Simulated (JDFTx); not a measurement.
```json
{
  "surface": "Ir(110)",
  "bulk": "Ir, Fm-3m, lattice of mp-101 (not re-optimised)",
  "slab": "8 atoms in 8 planes, 1x1, 9.3 Å between the outermost planes",
  "in-plane cell": "2.725 × 3.854 Å, 10.50 Å²",
  "cell_height": "25.5 Å",
  "sampling": "8×6×1 k mesh, Fermi smearing 0.01 Ha, no spin polarisation"
}
```

Computed with JDFTx (a modified build): PBE, GBRV ultrasoft potentials, plane waves to 20/100 Ha. Liquid: linear PCM (GLSSA13), water, 0.5 M NaCl. The neutral cell holds 120 valence electrons and has two faces of 10.502 Å² each. Last filling lines of the neutral and of a charged run (μ in hartree, zero in the bulk liquid):

```
FillingsUpdate:  mu: -0.174064194  nElectrons: 120.000000
FillingsUpdate:  mu: -0.192566000  nElectrons: 119.882889
```

Working it through: both potentials, by the convention U = −μ/e − 4.44 V vs SHE, the surface charge density and the mean capacitance.

U_pzc = 0.17406 × 27.2114 − 4.44 = 0.30 V; U = 0.19257 × 27.2114 − 4.44 = 0.80 V. The cell has -0.1171 excess electrons, a net charge of 0.1171 e, shared by two faces: σ = 0.1171 e / (2 × 10.502 Å²) = 0.00558 e/Å² = 8.9 μC/cm² (1 e/Å² = 1602.18 μC/cm²). C = σ/(U − U_pzc) = 8.9/0.50 ≈ 18 μF/cm².
